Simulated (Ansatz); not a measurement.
FePt, in the lowest of the structures calculated here: P4/mmm (No. 123), tP2; a = 2.7339 Å, b = 2.7339 Å, c = 3.7210 Å, α = 90.00°, β = 90.00°, γ = 90.00°; Fe 1d (0.500, 0.500, 0.500); Pt 1a (0.000, 0.000, 0.000). Level of theory: r2SCAN (plane waves to 500 eV, PAW, scalar-relativistic; Ansatz, a program for electronic structure). Element references, the lowest calculated here: Pt (Fm-3m), Fe (Im-3m, ferromagnetic).

Total energies (eV/atom, σ → 0; comparable only within this code, potentials and settings):

```tsv
phase	E (eV/atom)
FePt (P4/mmm)	-8511.681
Pt (Fm-3m)	-12536.789
Fe (Im-3m)	-4485.892
```

Problem. What is the formation energy of this P4/mmm form of FePt from the elements?

Solution. E_f = -8511.681 − [1 × (-4485.892) + 1 × (-12536.789)] / 2 = -0.34 eV/atom (-0.7 eV per formula unit).

Static energies, no anion corrections, no zero-point energy. Values are rounded to 0.01 eV/atom. Spin-orbit coupling is missing from these energies, which matters for elements this heavy. Spin state reached: ferromagnetic (net 1.78 μB/atom); other spin orders were not run from this start. r2SCAN tends to overstate moments in metals.
